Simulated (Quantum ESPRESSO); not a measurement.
## AlScTi4WLi (finding a planted mistake in a log)

A calculation, not a measurement. The program is pw.x of Quantum ESPRESSO 7.5 (plane-wave density functional theory). The cell is made up: eight metal atoms on a hexagonal close-packed lattice, with elements, volume, strain and displacements drawn at random and not relaxed, so it may be unstable or far from any real phase. PseudoDojo standard norm-conserving files set the functional (PBE unless stated); there is no spin polarisation or spin-orbit coupling, the Fermi-Dirac width of 0.25 eV means electrons at about 2900 K, and the masses in the input are unused placeholders. Heavy elements are run without spin-orbit coupling, which real alloys of them have. A spin test at this wide smearing found no moment, but such smearing suppresses magnetism that the real alloy may have.

Intended input:

```
&control calculation='scf', pseudo_dir='./dojo.nc.sr.pbe.v0_5.standard.upf', outdir='./o', disk_io='minimal', tprnfor=.true., tstress=.true. /
&system ibrav=0, nat=8, ntyp=5, nbnd=57, ecutwfc=84.00895049, nosym=.true., tot_charge=0,
 occupations='smearing', smearing='fd', degauss=0.0183746611
/
&electrons conv_thr=1.470e-08, electron_maxstep=70, mixing_beta=0.5 /
ATOMIC_SPECIES
Al 1.0 Al.upf
Li 1.0 Li.upf
Sc 1.0 Sc.upf
Ti 1.0 Ti.upf
W 1.0 W.upf
CELL_PARAMETERS angstrom
2.9416 -0.0032 -0.0206
1.5075 -2.4544 -4.8251
1.4966 7.5458 -4.9242
ATOMIC_POSITIONS angstrom
Al 0.045 -0.0053 -0.0796
Sc 1.5178 2.5339 -4.9527
Ti 1.4049 -0.948 -2.5876
Ti 2.9865 1.8771 -7.2504
Ti 3.0747 5.0544 -5.0528
Ti 3.0357 -0.0053 -4.8324
W 2.9535 1.7298 -2.4058
Li 4.5358 4.3568 -7.2531
K_POINTS automatic
8 4 3 1 1 1
```

The log is shortened where brackets say so; the opening notice, blank lines, dates and the lines on written files are dropped, and the path of the files is cut. It prints rydbergs, bohrs and kilobars, and counts compression as positive stress. Its total energy is the free energy E - TS of the whole cell.

Log of the intended run:

```
     Program PWSCF v.7.5
     Parallel version (MPI & OpenMP), running on       4 processor cores
     Number of MPI processes:                 4
     Threads/MPI process:                     1
     [start-up lines left out]
     bravais-lattice index     =            0
     lattice parameter (alat)  =       5.5590  a.u.
     unit-cell volume          =     960.5770 (a.u.)^3
     number of atoms/cell      =            8
     number of atomic types    =            5
     number of electrons       =        79.00
     number of Kohn-Sham states=           57
     kinetic-energy cutoff     =      84.0090  Ry
     charge density cutoff     =     336.0358  Ry
     scf convergence threshold =      1.5E-08
     mixing beta               =       0.5000
     number of iterations used =            8  plain     mixing
     Exchange-correlation= PBE
                           (   1   4   3   4   0   0   0)
     [axes and pseudopotential details left out]
   Cartesian axes
     site n.     atom                  positions (alat units)
         1        Al     tau(   1) = (   0.0152974  -0.0018017  -0.0270594  )
         2        Sc     tau(   2) = (   0.5159647   0.8613803  -1.6836333  )
         3        Ti     tau(   3) = (   0.4775852  -0.3222655  -0.8796352  )
         4        Ti     tau(   4) = (   1.0152383   0.6381061  -2.4647192  )
         5        Ti     tau(   5) = (   1.0452212   1.7182054  -1.7176615  )
         6        Ti     tau(   6) = (   1.0319635  -0.0018017  -1.6427382  )
         7        W      tau(   7) = (   1.0040202   0.5880326  -0.8178337  )
         8        Li     tau(   8) = (   1.5419112   1.4810615  -2.4656370  )
     number of k points=    48  Fermi-Dirac smearing, width (Ry)=  0.0184
                       cart. coord. in units 2pi/alat
        k(    1) = (   0.0620747   0.0117024  -0.0627663), wk =   0.0416667
        k(    2) = (   0.0625586  -0.1834197   0.0366382), wk =   0.0416667
     [further k points left out]
     Dense  grid:    99931 G-vectors     FFT dimensions: (  36,  64, 108)
     Estimated max dynamical RAM per process >     302.10 MB
     Estimated total dynamical RAM >       1.11 GB
     Initial potential from superposition of free atoms
     starting charge      78.9835, renormalised to      79.0000
     Starting wfcs are   66 randomized atomic wfcs
     total cpu time spent up to now is       14.3 secs
     per-process dynamical memory:   221.7 Mb
     Self-consistent Calculation
     iteration #  1     ecut=    84.01 Ry     beta= 0.50
     Davidson diagonalization with overlap
     ethr =  1.00E-02,  avg # of iterations =  2.5
     Threshold (ethr) on eigenvalues was too large:
     Diagonalizing with lowered threshold
     Davidson diagonalization with overlap
     ethr =  7.09E-04,  avg # of iterations =  4.8
     total cpu time spent up to now is       82.7 secs
     total energy              =    -741.97783713 Ry
     estimated scf accuracy    <       0.66190100 Ry
     iteration #  2     ecut=    84.01 Ry     beta= 0.50
     Davidson diagonalization with overlap
     ethr =  8.38E-04,  avg # of iterations =  8.4
     total cpu time spent up to now is      137.3 secs
     total energy              =    -740.81441958 Ry
     estimated scf accuracy    <      32.28666914 Ry
     [iterations 3 to 19 left out]
     iteration # 20     ecut=    84.01 Ry     beta= 0.50
     Davidson diagonalization with overlap
     ethr =  5.72E-11,  avg # of iterations =  3.2
     total cpu time spent up to now is      587.2 secs
     total energy              =    -742.32049828 Ry
     estimated scf accuracy    <       0.00000001 Ry
     iteration # 21     ecut=    84.01 Ry     beta= 0.50
     Davidson diagonalization with overlap
     ethr =  1.87E-11,  avg # of iterations =  3.2
     total cpu time spent up to now is      611.1 secs
     End of self-consistent calculation
     [lines on levels left out]
!    total energy              =    -742.32049828 Ry
     estimated scf accuracy    <          1.8E-09 Ry
     smearing contrib. (-TS)   =      -0.15834299 Ry
     internal energy E=F+TS    =    -742.16215529 Ry
     The total energy is F=E-TS. E is the sum of the following terms:
     one-electron contribution =    -333.72321971 Ry
     hartree contribution      =     187.62601505 Ry
     xc contribution           =    -124.56289795 Ry
     ewald contribution        =    -471.50205268 Ry
     convergence has been achieved in  21 iterations
     Forces acting on atoms (cartesian axes, Ry/au):
     atom    1 type  1   force =     0.00431881   -0.01098528   -0.02034986
     atom    2 type  3   force =     0.00558802    0.00358274    0.04877423
     atom    3 type  4   force =     0.00940461    0.07086429    0.04392485
     atom    4 type  4   force =     0.00310786   -0.04067833   -0.05260136
     atom    5 type  4   force =    -0.00628294    0.02728130    0.02825917
     atom    6 type  4   force =    -0.00588739   -0.02123978   -0.00918420
     atom    7 type  5   force =    -0.00201008   -0.00213053   -0.00271096
     atom    8 type  2   force =    -0.00823890   -0.02669440   -0.03611188
     Total force =     0.136749     Total SCF correction =     0.000156
     Computing stress (Cartesian axis) and pressure
          total   stress  (Ry/bohr**3)                   (kbar)     P=      -15.82
  -0.00015757  -0.00002708   0.00000972          -23.18       -3.98        1.43
  -0.00002708  -0.00003285  -0.00002885           -3.98       -4.83       -4.24
   0.00000972  -0.00002885  -0.00013227            1.43       -4.24      -19.46
     init_run     :     13.60s CPU     14.05s WALL (       1 calls)
     electrons    :    586.41s CPU    596.85s WALL (       1 calls)
     forces       :      3.19s CPU      3.21s WALL (       1 calls)
     stress       :     12.93s CPU     12.98s WALL (       1 calls)
     [timing details left out]
     PWSCF        :  10m16.45s CPU  10m27.46s WALL
     JOB DONE.
```

A second run was made from an input with one planted mistake. Its log:

```
     Program PWSCF v.7.5
     Parallel version (MPI & OpenMP), running on       4 processor cores
     Number of MPI processes:                 4
     Threads/MPI process:                     1
     [start-up lines left out]
     bravais-lattice index     =            0
     lattice parameter (alat)  =       5.5590  a.u.
     unit-cell volume          =     960.5770 (a.u.)^3
     number of atoms/cell      =            8
     number of atomic types    =            5
     number of electrons       =        79.00
     number of Kohn-Sham states=           57
     kinetic-energy cutoff     =      84.0090  Ry
     charge density cutoff     =     336.0358  Ry
     scf convergence threshold =      1.5E-08
     mixing beta               =       0.5000
     number of iterations used =            8  plain     mixing
     Exchange-correlation= SLA  PW   NOGX NOGC
                           (   1   4   0   0   0   0   0)
     [axes and pseudopotential details left out]
   Cartesian axes
     site n.     atom                  positions (alat units)
         1        Al     tau(   1) = (   0.0152974  -0.0018017  -0.0270594  )
         2        Sc     tau(   2) = (   0.5159647   0.8613803  -1.6836333  )
         3        Ti     tau(   3) = (   0.4775852  -0.3222655  -0.8796352  )
         4        Ti     tau(   4) = (   1.0152383   0.6381061  -2.4647192  )
         5        Ti     tau(   5) = (   1.0452212   1.7182054  -1.7176615  )
         6        Ti     tau(   6) = (   1.0319635  -0.0018017  -1.6427382  )
         7        W      tau(   7) = (   1.0040202   0.5880326  -0.8178337  )
         8        Li     tau(   8) = (   1.5419112   1.4810615  -2.4656370  )
     number of k points=    48  Fermi-Dirac smearing, width (Ry)=  0.0184
                       cart. coord. in units 2pi/alat
        k(    1) = (   0.0620747   0.0117024  -0.0627663), wk =   0.0416667
        k(    2) = (   0.0625586  -0.1834197   0.0366382), wk =   0.0416667
     [further k points left out]
     Dense  grid:    99931 G-vectors     FFT dimensions: (  36,  64, 108)
     Estimated max dynamical RAM per process >     302.10 MB
     Estimated total dynamical RAM >       1.11 GB
     Initial potential from superposition of free atoms
     starting charge      78.9851, renormalised to      79.0000
     Starting wfcs are   66 randomized atomic wfcs
     total cpu time spent up to now is       11.7 secs
     per-process dynamical memory:   230.1 Mb
     Self-consistent Calculation
     iteration #  1     ecut=    84.01 Ry     beta= 0.50
     Davidson diagonalization with overlap
     ethr =  1.00E-02,  avg # of iterations =  2.5
     Threshold (ethr) on eigenvalues was too large:
     Diagonalizing with lowered threshold
     Davidson diagonalization with overlap
     ethr =  7.01E-04,  avg # of iterations =  4.6
     total cpu time spent up to now is       65.4 secs
     total energy              =    -741.86984117 Ry
     estimated scf accuracy    <       0.65147919 Ry
     iteration #  2     ecut=    84.01 Ry     beta= 0.50
     Davidson diagonalization with overlap
     ethr =  8.25E-04,  avg # of iterations =  8.7
     total cpu time spent up to now is      109.2 secs
     total energy              =    -740.70476295 Ry
     estimated scf accuracy    <      33.41951324 Ry
     [iterations 3 to 20 left out]
     iteration # 21     ecut=    84.01 Ry     beta= 0.50
     Davidson diagonalization with overlap
     ethr =  4.33E-11,  avg # of iterations =  1.3
     total cpu time spent up to now is      579.7 secs
     total energy              =    -742.21509687 Ry
     estimated scf accuracy    <       0.00000002 Ry
     iteration # 22     ecut=    84.01 Ry     beta= 0.50
     Davidson diagonalization with overlap
     ethr =  2.94E-11,  avg # of iterations =  2.1
     total cpu time spent up to now is      603.3 secs
     End of self-consistent calculation
     [lines on levels left out]
!    total energy              =    -742.21509687 Ry
     estimated scf accuracy    <          9.5E-10 Ry
     smearing contrib. (-TS)   =      -0.16069897 Ry
     internal energy E=F+TS    =    -742.05439791 Ry
     The total energy is F=E-TS. E is the sum of the following terms:
     one-electron contribution =    -335.07736586 Ry
     hartree contribution      =     187.70407376 Ry
     xc contribution           =    -123.17905313 Ry
     ewald contribution        =    -471.50205268 Ry
     convergence has been achieved in  22 iterations
     Forces acting on atoms (cartesian axes, Ry/au):
     atom    1 type  1   force =     0.00379636   -0.00779151   -0.02230117
     atom    2 type  3   force =     0.00526043    0.00129777    0.04677061
     atom    3 type  4   force =     0.00811490    0.07474917    0.03878824
     atom    4 type  4   force =     0.00271083   -0.04646353   -0.04708637
     atom    5 type  4   force =    -0.00556469    0.02401965    0.02684336
     atom    6 type  4   force =    -0.00485189   -0.02028913   -0.00930770
     atom    7 type  5   force =    -0.00165939   -0.00061429   -0.00068214
     atom    8 type  2   force =    -0.00780655   -0.02490813   -0.03302482
     Total force =     0.134001     Total SCF correction =     0.000072
     Computing stress (Cartesian axis) and pressure
          total   stress  (Ry/bohr**3)                   (kbar)     P=      -84.48
  -0.00064935  -0.00001985   0.00000421          -95.52       -2.92        0.62
  -0.00001985  -0.00047500  -0.00002301           -2.92      -69.88       -3.38
   0.00000421  -0.00002301  -0.00059857            0.62       -3.38      -88.05
     init_run     :     10.37s CPU     10.84s WALL (       1 calls)
     electrons    :    586.57s CPU    591.60s WALL (       1 calls)
     forces       :      3.52s CPU      3.55s WALL (       1 calls)
     stress       :     11.98s CPU     12.00s WALL (       1 calls)
     [timing details left out]
     PWSCF        :  10m13.29s CPU  10m18.99s WALL
     JOB DONE.
```

Question: the log repeats what the program read. Compare it with the intended run: what was wrong in the second input?

Answer: the files are those of another functional. The input lines that differ:

```
- &control calculation='scf', pseudo_dir='./dojo.nc.sr.pbe.v0_5.standard.upf', outdir='./o', disk_io='minimal', tprnfor=.true., tstress=.true. /
+ &control calculation='scf', pseudo_dir='./dojo.nc.sr.lda.v0_4_1.standard.upf', outdir='./o', disk_io='minimal', tprnfor=.true., tstress=.true. /
```

|  | intended run | run with the mistake |
| --- | --- | --- |
| free energy (eV) | -10099.785 | -10098.351 |
| entropy term -TS, part of it (eV) | -2.154 | -2.186 |
| pressure (GPa) | -1.58 | -8.45 |
| size of the largest force component (eV/Å) | 1.822 | 1.922 |
| largest change of a force component (eV/Å) |  | 0.149 |
| iterations | 21 | 22 |

For scale, a rerun of the intended cell at a higher cutoff and on a denser mesh moved values by no more than 0.002 eV in energy, 0.02 GPa in stress and 0.003 eV/Å in force, and a second program with other atomic files agreed on that cell to 2 % rms in force and 0.5 GPa in pressure. Files of another functional or element have another zero of energy, so the energy change says nothing on stability.